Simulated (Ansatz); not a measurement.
Nb2AlB2:
```yaml
crystal:
  lattice:
    - [1.57268, -5.81039, 0.00000]
    - [1.57268, 5.81039, 0.00000]
    - [0.00000, 0.00000, 3.31037]
  atoms:
    - { symbol: Al, position: [0.00000, 0.00000, 0.00000] }
    - { symbol: Nb, position: [0.35797, 0.64203, 0.50000] }
    - { symbol: Nb, position: [0.64203, 0.35797, 0.50000] }
    - { symbol: B, position: [0.21042, 0.78958, 0.00000] }
    - { symbol: B, position: [0.78958, 0.21042, 0.00000] }
```

Relaxed with r²SCAN. Special points in fractions of this cell's reciprocal vectors: Γ (0.000, 0.000, 0.000); Y (-0.500, 0.500, 0.000); C0 (-0.268, 0.732, 0.000); Σ0 (0.268, 0.268, 0.000); Z (0.000, 0.000, 0.500); A0 (0.268, 0.268, 0.500); E0 (-0.268, 0.732, 0.500); T (-0.500, 0.500, 0.500); S (0.000, 0.500, 0.000); R (0.000, 0.500, 0.500).

**Question.** List the band energies nearest the Fermi level at these points for the program Ansatz at the r²SCAN level (PAW).

**Answer.** In eV from the Fermi level; about four levels below and three above (degenerate sets whole), none deeper than 8.9 eV; points with the same levels are listed once.

```
k                     below                above
--  -----------------------  -------------------
Γ   -3.61 -3.05 -3.04 -2.62       1.38 1.56 1.59
Y   -3.77 -3.68 -3.24 -2.52       0.04 0.90 1.46
C0  -3.38 -3.28 -3.03 -2.40       0.69 1.32 1.41
Z   -2.34 -0.70 -0.61 -0.58       0.45 2.15 2.42
A0  -4.64 -4.16 -3.54 -2.75       0.20 0.88 1.15
T   -2.93 -0.29 -0.21 -0.17  2.29 3.22 3.51 3.52
S   -3.37 -3.31 -3.17 -2.42       0.69 1.25 1.51
R   -4.47 -4.33 -3.44 -2.76       0.14 0.89 1.20
```

Space group Cmmm. The start of the workflow was typed in or built on a structure type; neither database checked (COD, Materials Project) lists it. Its standing as an ambient phase is unchecked. The r²SCAN relaxation kept the symmetry of its start; whether a distortion lowers the energy is not shown. The run is not spin-polarised. Scalar-relativistic: spin–orbit coupling is off unless named, which matters more the heavier the elements.

Potentials: the later of the program's two PAW sets.
